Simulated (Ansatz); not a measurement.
**K2NaScI6: zone-centre modes**

Method: DFT PBEsol, scalar-relativistic, plane waves, PAW in Ansatz 0.2.0. Cutoff 420 eV, Γ-centred 4×4×4 k-points, Gaussian smearing of 0.05 eV. No spin polarisation.

Reference structure (relaxed at this level; it needn't be the usual structure):

```yaml
crystal:
  lattice:
    - [0.00000, 5.88262, 5.88262]
    - [5.88262, 0.00000, 5.88262]
    - [5.88262, 5.88262, 0.00000]
  atoms:
    - { symbol: K, position: [0.75000, 0.75000, 0.75000] }
    - { symbol: K, position: [0.25000, 0.25000, 0.25000] }
    - { symbol: Na, position: [0.50000, 0.50000, 0.50000] }
    - { symbol: Sc, position: [0.00000, 0.00000, 0.00000] }
    - { symbol: I, position: [0.75858, 0.24142, 0.24142] }
    - { symbol: I, position: [0.24142, 0.24142, 0.75858] }
    - { symbol: I, position: [0.24142, 0.75858, 0.75858] }
    - { symbol: I, position: [0.24142, 0.75858, 0.24142] }
    - { symbol: I, position: [0.75858, 0.24142, 0.75858] }
    - { symbol: I, position: [0.75858, 0.75858, 0.24142] }
```

Harmonic modes by finite displacements of 0.02 Å, without the LO–TO term.

Question: At this geometry, is the structure stable against these modes?

Answer: No: 9 modes are unstable, the strongest at 36i cm⁻¹.

Question: List the wavenumbers in cm⁻¹.

Answer: 36i, 36i, 36i, 33i, 33i, 33i, 32i, 32i, 32i, 0, 0, 0, 24, 24, 24, 59, 59, 59, 60, 60, 60, 100, 100, 136, 162, 162, 162, 212, 212, 212.

Cost: 1 run of about 4.5 core-minutes, on Arm Neoverse V1 (shared hosts).